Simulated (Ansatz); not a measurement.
Input:

CuI:
```cif
data_Cu2I2
_chemical_formula_sum 'Cu2 I2'
_space_group_name_H-M_alt 'P-3m1'
_space_group_IT_number 164
_space_group_name_Hall '-P 3 2"'
_cell_length_a 4.00728
_cell_length_b 4.00728
_cell_length_c 7.01428
_cell_angle_alpha 90.000
_cell_angle_beta 90.000
_cell_angle_gamma 120.000
loop_
_atom_site_label
_atom_site_type_symbol
_atom_site_symmetry_multiplicity
_atom_site_Wyckoff_symbol
_atom_site_fract_x
_atom_site_fract_y
_atom_site_fract_z
_atom_site_occupancy
Cu1 Cu 2 d 0.33333 0.66667 0.40581 1
I1 I 2 d 0.66667 0.33333 0.23256 1
```

This is the LDA-relaxed structure.

Problem. All from LDA (plane waves, PAW; program Ansatz), unless another level is named. Give the Young's modulus.

Solution. 33.8 GPa.

Problem. Predict the zero-point energy.

Solution. 19.3 meV/atom.

The workflow started from a Materials Project entry (that database holds measured and hypothetical structures alike); the Crystallography Open Database copy checked does not list it. It is not the phase usual at ambient conditions (space group No. 216). Symmetry was held in the LDA relaxation; phonons on a q-mesh show no instability. No spin polarisation was allowed. A crystal of weakly bound layers computed without a dispersion correction: the cell and the soft elastic constants depend strongly on that. Scalar-relativistic: spin–orbit coupling is off unless named, which matters more the heavier the elements.

Potentials: the later of the program's two PAW sets.
